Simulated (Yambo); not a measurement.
KTl2GaF6 (space group Fm-3m, No. 225), G0W0@PBEsol in Yambo; all else as in the reference (2×2×2 Γ-centred k mesh, 342 bands and a 8 Ry block in the screening, 342 bands in G with the Bruneval-Gonze terminator, plasmon pole fitted at 27.2 eV). One parameter is varied: the cutoff of the wavefunctions in Yambo, over 10, 20, 30, 50, 84 Ry.

Question: From which value on does the gap X → X stay within 0.05 eV of the largest setting?

Answer: From 30 Ry on.
```json
[
 {"cutoff of the wavefunctions in Yambo (Ry)": "10", "G0W0 gap (eV)": "6.61", "valence shift (eV)": "-1.21"},
 {"cutoff of the wavefunctions in Yambo (Ry)": "20", "G0W0 gap (eV)": "7.03", "valence shift (eV)": "-1.71"},
 {"cutoff of the wavefunctions in Yambo (Ry)": "30", "G0W0 gap (eV)": "7.09", "valence shift (eV)": "-1.81"},
 {"cutoff of the wavefunctions in Yambo (Ry)": "50", "G0W0 gap (eV)": "7.12", "valence shift (eV)": "-1.85"},
 {"cutoff of the wavefunctions in Yambo (Ry)": "84", "G0W0 gap (eV)": "7.12", "valence shift (eV)": "-1.86"}
]
```
The last step of the sweep still moves the gap by 6 meV; the other settings are held fixed.

The standard potentials for Ga, Tl keep a d shell in the valence without the s and p states of that shell. In tests on such compounds this moved G0W0 gaps by up to about 0.9 eV, so absolute quasiparticle energies here are unreliable; differences between settings are what counts.

Spin-orbit coupling is not included.

Geometry of the Materials Project entry, not relaxed at this level; primitive cell a = b = c = 6.3263 Å, α = β = γ = 60.00°.

The structure is a Materials Project entry; no match was found in the copy of COD used, and its stability was not checked.

A shift is the quasiparticle energy of the state minus its PBEsol energy.
